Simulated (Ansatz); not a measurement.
BeTe:
```
CELL_PARAMETERS angstrom
      3.98522     0.00000     0.00000
     -1.99261     3.45130     0.00000
      0.00000     0.00000     6.58349
ATOMIC_POSITIONS crystal
  Be 0.66667 0.33333 0.50079
  Be 0.33333 0.66667 0.00079
  Te 0.66667 0.33333 0.87421
  Te 0.33333 0.66667 0.37421
```

r²SCAN in the plane-wave PAW code Ansatz gives a gap of 2.57 eV without spin–orbit coupling, maximum at Γ, minimum at M.

Problem. What happens when spin–orbit coupling is switched on?

Solution. The gap shrinks by 0.29 eV, to 2.28 eV; maximum at Γ, minimum at M.

Problem. Give the hole effective mass with spin–orbit coupling.

Solution. 0.24, 0.24, 0.76 mₑ (principal values).

Space group P6_3mc (wurtzite). The first step of the workflow began from a Materials Project structure, measured or hypothetical; the Crystallography Open Database copy checked does not list it. COD files the formula under space group No. 216, so this cell is another polymorph or a model. Whether it is the stable phase at ambient conditions was not checked. The r²SCAN relaxation kept the symmetry of its start; whether a distortion lowers the energy is not shown.

Potentials: the later of the program's two PAW sets.
